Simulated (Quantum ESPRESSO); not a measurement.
# Strain and stress in SiAlGeN3S

Calculated results; nothing here was measured. They come from pw.x of Quantum ESPRESSO 7.5, a plane-wave density functional program, with PseudoDojo standard norm-conserving files (v0.5 for PBE, v0.4.1 for LDA and PBEsol). The cells are made up: elements, strain and atom displacements were drawn at random, and nothing was relaxed. There is no spin polarisation, spin-orbit coupling or dispersion term.

The cell has 8 sites of a zincblende or diamond lattice. Sites 1 to 4 hold Si empty Al Ge; sites 5 to 8 hold N N N S. Cell vectors in Å: (4.631, 0.011, 0.000); (0.011, 4.631, 0.000); (0.000, 0.000, 4.631). Settings: PBE, cutoff 1143 eV, 4 x 4 x 4 k mesh shifted by half a step, Fermi-Dirac smearing of 0.025 eV.

Each run adds a shear xy (given as the tensor component) to one cell, with the atoms carried along; the vectors above are those of run 4. Stress is positive in tension and P is minus a third of its trace. E is the free energy for each atom above the lowest run shown. The last column is band 22 less band 21 at Gamma, from a band step after each run.

| run | strain (%) | s_xx (GPa) | s_yy (GPa) | s_zz (GPa) | s_xy (GPa) | P (GPa) | E (meV/atom) | level step at Gamma (eV) |
| --- | --- | --- | --- | --- | --- | --- | --- | --- |
| 1 | -1.68 | 5.57 | 6.92 | 1.53 | -13.41 | -4.67 | 55.79 | 0.818 |
| 2 | -1.41 | 5.70 | 7.01 | 1.71 | -12.68 | -4.80 | 49.47 | 0.853 |
| 3 | -0.68 | 5.96 | 7.17 | 2.14 | -10.73 | -5.09 | 34.58 | 0.898 |
| 5 | 1.14 | 6.28 | 7.21 | 3.00 | -5.87 | -5.49 | 7.72 | 0.829 |
| 6 | 1.67 | 6.27 | 7.12 | 3.18 | -4.45 | -5.52 | 2.82 | 0.778 |
| 7 | 2.07 | 6.24 | 7.01 | 3.30 | -3.37 | -5.52 | 0.00 | 0.733 |
| 4 | 0.24 | ? | ? | ? | ? | ? | ? | ? |

A rerun of one of these cells at 1437 eV and k mesh 6 x 6 x 6 moved values by no more than 0.003 eV in the cell's energy, 0.02 GPa in stress and 0.002 eV/Å in force.

## Worked fit

A parabola through the six runs shown gives s_xy = -8.92 + 2.67 e + 0.001 e² GPa, with e in per cent and a scatter of 0.01 GPa. The slope is a stiffness of 267 ± 1 GPa for each unit of this strain at e = 0, twice a shear constant under the stress shown, since the tensor component is half the shear angle. The atoms are clamped, and relaxing them would in general lower it. The error is the larger of the fit's own and the change that a cubic makes, rounded up.

## Withheld run

Question: what s_xy should run 4 give?

The fit gives -8.28 GPa. The calculation gave -8.28 GPa.

| run | strain (%) | s_xx (GPa) | s_yy (GPa) | s_zz (GPa) | s_xy (GPa) | P (GPa) | E (meV/atom) | level step at Gamma (eV) |
| --- | --- | --- | --- | --- | --- | --- | --- | --- |
| 4 | 0.24 | 6.19 | 7.25 | 2.62 | -8.28 | -5.35 | 19.10 | 0.887 |